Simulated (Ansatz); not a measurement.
## Bands of MnO2

```
Mn O
1.0
     4.39600    0.00000    0.00000
     0.00000    4.39600    0.00000
     0.00000    0.00000    2.87100
Mn O
2 4
Direct
  0.00000 0.00000 0.00000
  0.50000 0.50000 0.50000
  0.30200 0.30200 0.00000
  0.19800 0.80200 0.50000
  0.69800 0.69800 0.00000
  0.80200 0.19800 0.50000
```

Atom numbers follow the list: Mn1, Mn2, O3, O4, O5, O6.

The geometry is COD entry 9009081, unchecked; take it as a test cell.

Semilocal functionals without U often leave such compounds metallic or with too small a gap, and the real magnetic order may differ.

Runs of this kind can end on a higher state of the open shell or of the magnetic order, so this needn't be the ground state of the method.

Computed with DFT, PBE, all-electron LAPW, scalar-relativistic (Ansatz 0.2.0).

Numerical set-up: a Γ-centred 8×8×12 k mesh, Fermi–Dirac smearing of 0.05 eV, basis error target 1 meV/atom, spin-polarised from start moments Mn1 4, Mn2 4 μB, ending with a cell moment of 5.99 μB.

Points in fractions of the reciprocal vectors of this cell: Γ (0, 0, 0), X (0, 0.5, 0), M (0.5, 0.5, 0), Z (0, 0, 0.5), R (0, 0.5, 0.5), A (0.5, 0.5, 0.5). The path joins them by straight lines in the order Γ–X–M–Γ–Z–R–A–Z–X; legs that retrace an earlier one aren't tabulated. Energies are in eV from the Fermi level.

Problem. Is there a gap?

Solution. None at this level of theory (metallic, semimetallic, or a small gap that the functional closes).

Problem. List the levels between -14 and 8 eV at the symmetry points.

Solution. 
Γ spin-up: -8.18, -7.49, -6.91, -5.89 (×2), -4.21 (×2), -3.64, -2.94, -2.76, -2.64 (×2), -2.56, -1.76, -1.35 (×2), -0.79, -0.21, -0.12, 2.60 (×2), 3.55, 7.58
Γ spin-down: -7.63, -6.68, -5.95, -5.17 (×2), -3.94 (×2), -3.53, -1.71, -1.04 (×2), -0.36, 0.05, 0.32, 0.51 (×2), 0.64, 1.74, 2.70, 3.87 (×2), 5.06
X spin-up: -7.16 (×2), -5.79 (×2), -5.30 (×2), -5.02 (×2), -3.83 (×2), -2.20 (×2), -1.73 (×2), -1.42 (×2), -0.82 (×2), 2.26 (×2), 2.33 (×2)
X spin-down: -6.50 (×2), -5.14 (×2), -4.61 (×2), -4.09 (×2), -2.97 (×2), -1.24 (×2), 0.72 (×2), 1.17 (×2), 1.82 (×2), 3.44 (×2), 3.64 (×2)
M spin-up: -7.79 (×2), -5.96 (×2), -4.46 (×2), -4.24 (×2), -2.84 (×2), -2.68 (×2), -2.63 (×2), -2.33 (×2), -0.11 (×2), 1.51 (×2), 2.57 (×2)
M spin-down: -7.11 (×2), -5.25 (×2), -3.93 (×2), -2.95 (×2), -2.60 (×2), -2.11 (×2), 0.07 (×2), 0.52 (×2), 2.23 (×2), 3.26 (×2), 3.85 (×2)
Z spin-up: -6.66 (×2), -5.88 (×2), -5.72 (×2), -4.80 (×2), -4.43 (×2), -3.12 (×2), -2.24 (×2), -1.13 (×2), -0.29 (×2), 1.36 (×2), 1.65 (×2)
Z spin-down: -6.13 (×2), -5.39 (×2), -5.03 (×2), -4.29 (×2), -3.24 (×2), -2.42 (×2), 1.13 (×2), 1.44 (×2), 2.06 (×2), 2.87 (×2), 2.97 (×2)
R spin-up: -7.18 (×2), -6.18 (×2), -5.31 (×2), -4.24 (×2), -4.10 (×2), -2.87 (×2), -2.23 (×2), -2.06 (×2), -0.15 (×2), 0.22 (×2), 3.26 (×2)
R spin-down: -6.53 (×2), -5.50 (×2), -5.14 (×2), -3.91 (×2), -2.99 (×2), -1.64 (×2), 0.25 (×2), 1.13 (×2), 1.90 (×2), 2.33 (×2), 4.48 (×2)
A spin-up: -6.95 (×2), -6.87 (×2), -5.62 (×2), -4.76 (×2), -3.57 (×2), -2.25 (×4), -1.07 (×2), -0.91 (×2), 1.68 (×2), 2.04 (×2)
A spin-down: -6.64 (×2), -6.19 (×2), -4.96 (×2), -4.24 (×2), -2.00 (×2), -1.46 (×2), 1.12 (×2), 1.17 (×2), 1.48 (×2), 2.99 (×2), 3.38 (×2)
